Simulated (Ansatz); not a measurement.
An ordered 8-atom cell of Ga4SbAs3 on the wurtzite lattice (P3m1) was put through Ansatz (plane waves). The starting cell comes from a relaxation with PBE.

Starting structure:
```xyz
8
Lattice="4.1414 0.0000 0.0000 -2.0707 3.5865 0.0000 0.0000 0.0000 13.6202" Properties=species:S:1:pos:R:3 pbc="T T T"
As    2.0707    1.1955   -0.1028
As    2.0707    1.1955    6.9161
As    0.0000    2.3910   10.2194
Sb    0.0000    2.3910    3.3846
Ga    2.0707    1.1955   11.0073
Ga    2.0707    1.1955    4.4343
Ga    0.0000    2.3910    7.7185
Ga    0.0000    2.3910    0.6883
```

Abridged output:
```
Pseudopotential: As, paw, valence charge 15, recommended cutoff 500 eV (meta_gga)
Pseudopotential: Sb, paw, valence charge 15, recommended cutoff 500 eV (meta_gga)
Pseudopotential: Ga, paw, valence charge 13, recommended cutoff 500 eV (meta_gga)
Functional definition: r2SCAN
Crystal: 8 atoms, lattice volume = 202.301 Å³
Basis set: ecut = 500 eV, 5143 PW (Γ)
Bands: 68, of which v1, the nominal top of the filled ones, is band 56 counted from 1 (55 counted from 0)
Symmetry: 6 space group operations
Space group: P3m1 (ITA 156)
k-points: 14 of 72 (time reversal used)
preconditioner: auto → LDOS  [σ=0.020 eV  ℏωp=22.2 eV  β→1.0]
relax step 1: F+E_penalty+E_count = -36256.68201426 eV  max|allowed force component| = 1.560e-1 eV/Å  Δτ_max = 0.0000 Å  P = -2.457 GPa  Ω = 202.301 Å³
relax step 2: F+E_penalty+E_count = -36256.73751489 eV  max|allowed force component| = 2.616e-1 eV/Å  Δτ_max = 0.0595 Å  P = +0.477 GPa  Ω = 192.744 Å³
relax step 3: F+E_penalty+E_count = -36256.75110718 eV  max|allowed force component| = 6.615e-2 eV/Å  Δτ_max = 0.0501 Å  P = +0.135 GPa  Ω = 193.766 Å³
relax step 4: F+E_penalty+E_count = -36256.75190368 eV  max|allowed force component| = 1.428e-2 eV/Å  Δτ_max = 0.0107 Å  P = -0.036 GPa  Ω = 194.295 Å³
relax step 5: F+E_penalty+E_count = -36256.75202799 eV  max|allowed force component| = 3.520e-3 eV/Å  Δτ_max = 0.0019 Å  P = -0.005 GPa  Ω = 194.196 Å³
relax step 6: F+E_penalty+E_count = -36256.75041174 eV  max|allowed force component| = 3.488e-3 eV/Å  Δτ_max = 0.0000 Å  P = -0.013 GPa  Ω = 194.196 Å³  (SCF on a basis re-selected at this cell)
SCF converged after 6 iterations
Free energy (F): -36256.750412 eV
Internal energy: -36256.749231 eV  (E = F + TS)
E sigma→0 (E₀):  -36256.749821 eV
Entropy (-TS):   -0.001181 eV (-0.148 meV/atom)
Fermi energy:    8.246911 eV
--- Forces (eV/Å), atoms counted from 1 ---
  atom   1  As      0.00000      0.00000      0.00286
  atom   2  As      0.00000      0.00000      0.00040
  atom   3  As      0.00000      0.00000      0.00276
  atom   4  Sb      0.00000      0.00000      0.00297
  atom   5  Ga      0.00000      0.00000    -0.00349
  atom   6  Ga      0.00000      0.00000      0.00021
  atom   7  Ga      0.00000      0.00000    -0.00294
  atom   8  Ga      0.00000      0.00000    -0.00276
--- Stress (GPa, compression-positive) ---
       -0.007799       0.000000       0.000000
        0.000000      -0.007799       0.000000
        0.000000       0.000000      -0.022692
  P = ⅓ Tr σ = -0.0128 GPa (-0.128 kbar)
--- Relaxed structure (5 steps of the walk, 5 accepted, 1 SCFs on fresh bases) ---
  F+E_penalty+E_count = -36256.75041174 eV   max|allowed force component| = 3.488e-3 eV/Å
  cell:  # Å, volume = 194.1959 Å³
    - [4.080580, 0.000000, 0.000000]
    - [-2.040290, 3.533886, 0.000000]
    - [0.000000, 0.000000, 13.466838]
  atoms:
    - { symbol: As, position: [0.666667, 0.333333, -0.007318] }
    - { symbol: As, position: [0.666667, 0.333333, 0.506941] }
    - { symbol: As, position: [0.333333, 0.666667, 0.749627] }
    - { symbol: Sb, position: [0.333333, 0.666667, 0.248798] }
    - { symbol: Ga, position: [0.666667, 0.333333, 0.809217] }
    - { symbol: Ga, position: [0.666667, 0.333333, 0.324786] }
    - { symbol: Ga, position: [0.333333, 0.666667, 0.566219] }
    - { symbol: Ga, position: [0.333333, 0.666667, 0.051730] }
```

Problem. What input produced it? Give the YAML.

Solution.
```yaml
crystal:
  # lattice and atoms as above
kpoints:
  mp_grid: { grid: [6, 6, 2] }
hamiltonian:
  xc: r2scan
scf:
  occupations: { method: fermi_dirac, width: 0.02 }
relax:
  f_tol: 0.005
  cell: {}
```
The relax steps with a changing cell volume need the relax block with cell. Keys that only write grids to files are left aside. Keys that aren't typed take their defaults; thresholds and the kind of smearing can't be read off these lines.

Run as `ansatz run input.yaml --threads 4 --pin off --max-ram 6451MiB --backend cpu --events-out ev --progress --plain --runs-dir out`. It took 50 s on 4 threads of Intel(R) Xeon(R) Platinum 8259CL CPU @ 2.50GHz (Skylake/Cascade Lake) (shared host); peak host memory 1.2 GiB.

Computed, not measured; no magnetism was allowed, and whether the structure is a known phase isn't checked.
